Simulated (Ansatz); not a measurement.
Pt (fcc, Cu type)

```yaml
crystal:
  lattice:
    - [0.00000, 1.98504, 1.98504]
    - [1.98504, 0.00000, 1.98504]
    - [1.98504, 1.98504, 0.00000]
  atoms:
    - { symbol: Pt, position: [0.00000, 0.00000, 0.00000] }
```

The slice is a {100} plane (indices of the conventional cell) through the point (0.000, 0.000, 0.000) (fractional), spanned by u = [100] and v = [0 1 -1] in vectors of this cell: u (2.81 Å) and v (2.81 Å, at 90° to u). It covers one period; positions are fractions (u, v).

Computed with PBE (plane waves to 420 eV, PAW, scalar-relativistic; Ansatz, a program for electronic structure). k mesh 20×20×20. Near the nuclei the fields are pseudised (PAW); where an atom keeps semicore shells as valence, they peak there. Pt is run without spin polarisation. Pt was relaxed with its symmetry unable to fall. Spin-orbit coupling is left out, though Pt is heavy. The PAW data are Ansatz's earlier set.

Q: What is the valence density on the shortest Pt–Pt line in this plane (2.81 Å), at its midpoint?

A: 0.36 e/Å³.

Q: Predict the map of the electrostatic potential energy of an electron, from the cell's mean on the slice.

A: 
```
|xxxxxxxxx0134310xxxxxxxx|
|xxxxxxxxx0144410xxxxxxxx|
|xxxxxxxxx0245420xxxxxxxx|
|xxxxxxxx013565310xxxxxxx|
|xxxxxxx00256665200xxxxxx|
|xxxxxxx01467776410xxxxxx|
|xxxxx001467888764100xxxx|
|xxxx00145788888754100xxx|
|000002467889998876420000|
|011235678899999887653211|
|334456788999999988765443|
|444566788999999988766544|
|334456788999999988765443|
|011235678899999887653211|
|000002467889998876420000|
|xxxx00145788888754100xxx|
|xxxxx001467888764100xxxx|
|xxxxxxx01467776410xxxxxx|
|xxxxxxx00256665200xxxxxx|
|xxxxxxxx013565310xxxxxxx|
|xxxxxxxxx0245420xxxxxxxx|
|xxxxxxxxx0144410xxxxxxxx|
|xxxxxxxxx0134310xxxxxxxx|
|xxxxxxxxx0134310xxxxxxxx|
```
Scale: ten equal steps from 7.00 (start of '0') to 15.14 (end of '9'), in the order '0123456789'. Values: electrostatic potential energy of an electron, from the cell's mean, in eV. The map has 24 points along u (one character each, u = 0 at the left) and 24 along v (v = 0 in the bottom row). Points within 1 Å of a nucleus are blanked (x), as the pseudised field means little there. Values under 7 eV are set to 7. The zero, the cell's mean, hangs on the PAW cores.
